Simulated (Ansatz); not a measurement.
A relaxation computed with Ansatz, from input to last step.

```yaml
crystal:
  lattice:
    - [4.1697646831, 0.0, 0.0]
    - [-2.0848823415, 3.6111221433, 0.0]
    - [0.0, 0.0, 8.5837497433]
  atoms:
    - { symbol: Sr, position: [0.0, 0.0, 0.5] }
    - { symbol: Sr, position: [0.0, 0.0, 0.0] }
    - { symbol: As, position: [0.3333333333, 0.6666666667, 0.75] }
    - { symbol: As, position: [0.6666666667, 0.3333333333, 0.25] }
    - { symbol: Pt, position: [0.3333333333, 0.6666666667, 0.25] }
    - { symbol: Pt, position: [0.6666666667, 0.3333333333, 0.75] }
basis:
  ecutwfc: 500
kpoints:
  mp_grid: { grid: [12, 12, 4] }
hamiltonian:
  xc: r2scan
scf:
  occupations: { method: gaussian, width: 0.1 }
output:
  forces: true
  stress: true
  eigenvalues: true
relax:
  adjacent_minimum: "off"
  f_tol: 0.01
  max_steps: 30
  cell: { stress_tol: 0.1, fix: [volume] }
```

```bash
ansatz run input.yaml --threads 2 --pin off --max-ram 5120MiB --backend cpu --events-out ev --progress --plain --runs-dir out
```

Level of theory: DFT r2SCAN, scalar-relativistic, plane waves, PAW (Ansatz).

The volume is held at 0.91 times that of the relaxed cell.

Of 3 frames 3 are shown, positions in Å and forces in eV/Å; the SCF threshold varies from step to step. Steps run on the plane waves of an earlier cell, with a Pulay correction in the pressure. The basis is chosen afresh for the last frame, the zero of the energies, and at times for earlier ones too; energy and pressure step there, also at an unchanged geometry.

```xyz
6
Lattice="4.1698 0.0000 0.0000 -2.0849 3.6111 0.0000 0.0000 0.0000 8.5838" Properties=species:S:1:pos:R:3:forces:R:3 pbc="T T T" step=1 free_energy_over_end_meV_per_atom=1.21 pressure_GPa=9.10
Sr    0.0000    0.0000    4.2919    0.0000    0.0000    0.0000
Sr    0.0000    0.0000    0.0000    0.0000    0.0000    0.0000
As    0.0000    2.4074    6.4378    0.0000    0.0000    0.0000
As    2.0849    1.2037    2.1459    0.0000    0.0000    0.0000
Pt    0.0000    2.4074    2.1459    0.0000    0.0000    0.0000
Pt    2.0849    1.2037    6.4378    0.0000    0.0000    0.0000
6
Lattice="4.1927 0.0000 0.0000 -2.0963 3.6310 0.0000 0.0000 0.0000 8.4903" Properties=species:S:1:pos:R:3:forces:R:3 pbc="T T T" step=2 free_energy_over_end_meV_per_atom=0.01 pressure_GPa=8.46
Sr    0.0000    0.0000    4.2451    0.0000    0.0000    0.0000
Sr    0.0000    0.0000    0.0000    0.0000    0.0000    0.0000
As    0.0000    2.4206    6.3677    0.0000    0.0000    0.0000
As    2.0963    1.2103    2.1226    0.0000    0.0000    0.0000
Pt    0.0000    2.4206    2.1226    0.0000    0.0000    0.0000
Pt    2.0963    1.2103    6.3677    0.0000    0.0000    0.0000
6
Lattice="4.1927 0.0000 0.0000 -2.0963 3.6310 0.0000 0.0000 0.0000 8.4903" Properties=species:S:1:pos:R:3:forces:R:3 pbc="T T T" step=3 free_energy_over_end_meV_per_atom=0.00 pressure_GPa=8.46
Sr    0.0000    0.0000    4.2451    0.0000    0.0000    0.0000
Sr    0.0000    0.0000    0.0000    0.0000    0.0000    0.0000
As    0.0000    2.4206    6.3677    0.0000    0.0000    0.0000
As    2.0963    1.2103    2.1226    0.0000    0.0000    0.0000
Pt    0.0000    2.4206    2.1226    0.0000    0.0000    0.0000
Pt    2.0963    1.2103    6.3677    0.0000    0.0000    0.0000
```

It took 61 s on 2 threads of Oxide Virtual Turin-like Processor (Zen 5), with other jobs on the host, peak memory 0.94 GiB.

Spin–orbit coupling is left out, which can shift energies with elements as heavy as these.